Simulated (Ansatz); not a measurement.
Al2O3:
```
CELL_PARAMETERS angstrom
      1.50139     0.86683     5.77993
     -1.50139     0.86683     5.77993
      0.00000    -1.73366     5.77993
ATOMIC_POSITIONS crystal
  Al 0.19305 0.19305 0.19305
  Al 0.69332 0.69332 0.69332
  O  0.02805 0.02805 0.02805
  O  0.58214 0.58214 0.58214
  O  0.80645 0.80645 0.80645
```

Tensor components refer to the Cartesian frame of this cell.

Problem. Give the high-frequency dielectric tensor and the Born effective charge tensors of the independent atoms from DFPT, r²SCAN (plane waves, PAW; program Ansatz).

Solution. 
ε∞:
```
3.10  0.00  0.00
0.00  3.10  0.00
0.00  0.00  2.98
```
Z* of atom 1 (Al), rows: field, columns: displacement, in e:
```
3.14  0.00  0.00
0.00  3.14  0.00
0.00  0.00  2.61
```
Z* of atom 2 (Al), rows: field, columns: displacement, in e:
```
2.67  0.00  0.00
0.00  2.67  0.00
0.00  0.00  3.24
```
Z* of atom 3 (O), rows: field, columns: displacement, in e:
```
-1.99   0.00   0.00
 0.00  -1.99   0.00
 0.00   0.00  -1.67
```
Z* of atom 4 (O), rows: field, columns: displacement, in e:
```
-1.91   0.00   0.00
 0.00  -1.91   0.00
 0.00   0.00  -2.09
```
Z* of atom 5 (O), rows: field, columns: displacement, in e:
```
-1.90   0.00   0.00
 0.00  -1.90   0.00
 0.00   0.00  -2.09
```

Space group R3m. The first step of the workflow began from a Materials Project structure, measured or hypothetical; the Crystallography Open Database copy checked does not list it. It is not the phase usual at ambient conditions (space group No. 167). The r²SCAN relaxation kept the symmetry of its start; its stability against distortions is not shown here.

Potentials: the later of the program's two PAW sets.
